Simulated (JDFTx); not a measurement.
System: 1,1,1-trifluoroethane, C2H3F3 (SMILES CC(F)(F)F), charge 0, multiplicity 1; geometry: optimised with GFN2-xTB in vacuum (no frequencies checked; largest PBE force component 1.2 eV/Å). Coordinates in Å:
```xyz
8

C     -0.832    -0.101    -0.105
C      0.676    -0.101    -0.105
F      1.186    -0.340     1.113
F      1.186     1.073    -0.507
F      1.186    -1.036    -0.921
H     -1.186    -1.073     0.227
H     -1.186     0.098    -1.113
H     -1.186     0.672     0.571
```

Level of theory: PBE, GBRV ultrasoft potentials, plane waves to 20/100 Ha; code: a modified build of JDFTx. Liquid: CANDLE, water, 1 M NaCl. The liquid run sits in a periodic box with 3.75 Å from the outermost atoms to the faces; the vacuum run is isolated. The box matters at about 0.01 eV. Solvation energy here means the total energy in the continuum liquid minus that in vacuum, same nuclei, nothing added for thermal motion or standard states.

```
Property                                                                              Value
-------------------------------------------------------------  ----------------------------
solvation energy                                                                -5.0 kJ/mol
part: cavitation term of the fluid                                                42 kJ/mol
part: dispersion term of the fluid                                               -34 kJ/mol
part: electrostatic term of the fluid                                          -15.7 kJ/mol
part: distortion of the solute's electrons                                       2.2 kJ/mol
dipole moment in vacuum                                                              2.30 D
dipole moment in the liquid                                                          2.93 D
highest occupied level in vacuum (zero: vacuum level)                              -9.23 eV
highest occupied level in the liquid (zero: bulk electrolyte)                      -9.06 eV
volume of the model's cavity                                                       203.5 Å³
rough cost, vacuum and liquid run                              2 min and 3 min of core time
```
